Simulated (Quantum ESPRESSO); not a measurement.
# Band energies of Ge

```
CELL_PARAMETERS angstrom
      0.00000     2.81135     2.81135
      2.81135     0.00000     2.81135
      2.81135     2.81135     0.00000
ATOMIC_POSITIONS crystal
  Ge 0.00000 0.00000 0.00000
  Ge 0.25000 0.25000 0.25000
```

LDA (pw.x of Quantum ESPRESSO, ONCV potentials, scalar-relativistic); path ΓXWKΓLUWLK,UX; energies in eV from the Fermi level.

```csv
k (1/Å),point,band 10,band 11,band 12,band 13,band 14,band 15,band 16,band 17
0.00,Γ,-24.72,-12.98,-0.04,-0.02,-0.02,-0.02,2.52,2.52
0.56,,-24.71,-11.95,-4.80,-2.10,-2.10,0.91,2.68,5.85
1.12,X,-24.68,-9.03,-9.03,-3.15,-3.15,0.63,0.63,9.54
1.68,W,-24.67,-8.93,-8.93,-4.02,-4.02,4.30,4.30,4.65
1.81,,-24.67,-9.25,-8.63,-4.26,-3.60,2.85,4.22,5.48
2.07,K,-24.66,-9.51,-8.43,-4.46,-2.71,1.05,4.03,7.20
2.37,,-24.67,-10.63,-7.20,-4.32,-1.88,1.72,5.37,5.56
2.96,,-24.70,-12.69,-2.82,-1.18,-0.23,1.47,2.85,2.94
3.26,Γ,-24.72,-12.98,-0.04,-0.02,-0.02,-0.02,2.52,2.52
3.47,,-24.71,-12.83,-2.15,-0.30,-0.30,0.98,2.90,2.90
4.12,,-24.70,-10.99,-7.54,-1.42,-1.42,0.11,3.73,3.73
4.22,L,-24.69,-10.85,-7.75,-1.45,-1.45,0.09,3.71,3.71
4.62,,-24.67,-10.34,-7.79,-3.89,-2.13,1.54,4.40,5.39
4.91,U,-24.66,-9.51,-8.43,-4.46,-2.71,1.05,4.03,7.20
5.20,,-24.67,-9.18,-8.69,-4.21,-3.73,3.23,4.26,5.23
5.30,W,-24.67,-8.93,-8.93,-4.02,-4.02,4.30,4.30,4.65
5.70,,-24.67,-10.33,-7.79,-3.83,-2.38,2.34,3.34,5.80
6.09,L,-24.69,-10.85,-7.75,-1.45,-1.45,0.09,3.71,3.71
6.26,,-24.69,-10.75,-7.74,-2.39,-1.62,0.98,3.54,4.08
6.69,,-24.66,-9.72,-8.21,-4.50,-2.58,1.17,4.69,6.56
6.78,K,-24.66,-9.51,-8.43,-4.46,-2.71,1.05,4.03,7.20
6.78,U,-24.66,-9.51,-8.43,-4.46,-2.71,1.05,4.03,7.20
7.17,X,-24.68,-9.03,-9.03,-3.15,-3.15,0.63,0.63,9.54
```

At this level the gap is closed or nearly so: along the path the highest valence and lowest conduction bands touch, or overlap by less than 0.6 eV, a zero-gap or semimetallic result; the valence top lies at Γ, the conduction bottom at Γ. Semilocal functionals close the gaps of some narrow-gap semiconductors, so this alone doesn't show that the compound has none.

Spin-orbit splittings are left out.

Geometry relaxed with LDA.
